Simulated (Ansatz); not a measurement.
The start is a relaxed Ru cell displaced along its unstable phonon at q = (½, ½, 0) of its primitive reciprocal cell (252i cm⁻¹), largest move 0.15 Å. The cell and all atomic positions are relaxed at zero pressure with PBE (plane waves to 420 eV, PAW, scalar-relativistic; Ansatz, an electronic-structure program). The first steps use a coarse 15×15×15 k-mesh.

The start:
```yaml
crystal:
  lattice:
    - [-3.22778, 3.22778, 2.73652]
    - [0.00000, 0.00000, 2.73652]
    - [1.61389, 1.61389, -1.36826]
  atoms:
    - { symbol: Ru, position: [0.00000, 0.46714, 0.93428] }
    - { symbol: Ru, position: [0.50000, 0.53286, 0.06572] }
```

### Question
How large is the pressure on the unrelaxed cell, and of which sign?

### Answer
-3.8 GPa (negative: the cell is under tension).

### Question
Which atoms feel the largest initial force, and how large is it?

### Answer
1.90 eV/Å, on Ru1, Ru2 (atoms numbered as listed).

### Question
How much energy is released per atom?

### Answer
0.35 eV/atom.

### Question
How does the volume change?

### Answer
-3.4 %, from 14.26 to 13.77 Å³/atom.

### Question
Does it find its way back to the structure it was made from?

### Answer
It does not go back: it reaches P6₃/mmc (No. 194), hcp (Mg type), 0.55 eV/atom below the parent.

### Question
How do the shortest distances between atoms change?

### Answer
The closest pairs of elements (up to four, under 3.6 Å), start → end: Ru–Ru 2.66 → 2.66 Å.

### Question
What band gap does the relaxed structure have at this level?

### Answer
No gap (metallic).

### Question
Write out the relaxed structure.

### Answer

```cif
data_Ru2
_chemical_formula_sum 'Ru2'
_space_group_name_H-M_alt 'P63/mmc'
_space_group_IT_number 194
_space_group_name_Hall '-P 6c 2c'
_cell_length_a 2.72217
_cell_length_b 2.72217
_cell_length_c 4.29082
_cell_angle_alpha 90.000
_cell_angle_beta 90.000
_cell_angle_gamma 120.000
loop_
_atom_site_label
_atom_site_type_symbol
_atom_site_symmetry_multiplicity
_atom_site_Wyckoff_symbol
_atom_site_fract_x
_atom_site_fract_y
_atom_site_fract_z
_atom_site_occupancy
Ru1 Ru 2 d 0.66667 0.33333 0.25000 1
```

Final values are on a 20×20×11 k-mesh of the relaxed cell. No spin polarisation in the result.

The run could not lose the symmetry of its start.

Of the parent cell (I4/mmm (No. 139)): it is a generated cell of Ru: the first start was made by placing the elements on the sites of a structure type, and the end was not matched to a known phase here, so it may be hypothetical. Known forms of Ru include space group No. 194.
